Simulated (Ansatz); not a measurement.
HgSe in space group C2/c (No. 15; Hg on 4a, Se on 4e) at seven volumes, PBE (plane waves, PAW; program Ansatz), shape and atoms relaxed at each. One row is withheld.

```csv
V (Å³/atom),P (GPa)
29.101,0.75
30.061,0.43
31.020,?
31.980,0.00
32.939,-0.13
33.898,-0.23
34.858,-0.30
```

Problem. Fit the shown pressures and predict the withheld one.

Solution. P = (3/2)B₀(x^(7/2) − x^(5/2))[1 + (3/4)(B′ − 4)(x − 1)] with x = (V₀/V)^(2/3). Least squares on the six rows gives V₀ = 31.997 Å³/atom, B₀ = 5.2 GPa, B′ = 9.05. At V = 31.020, x = 1.0209 and P = 0.19 GPa. The run itself gave 0.18 GPa.

The cell is a constructed one: a structure type filled with these elements; neither database checked (COD, Materials Project) lists it. COD files the formula under space group No. 216, so this cell is another polymorph or a model. Its standing as an ambient phase is unchecked. Symmetry was held in the PBE relaxation; whether a distortion lowers the energy is not shown. Scalar-relativistic: spin–orbit coupling is off unless named, which matters more the heavier the elements.

Potentials: the later of the program's two PAW sets.
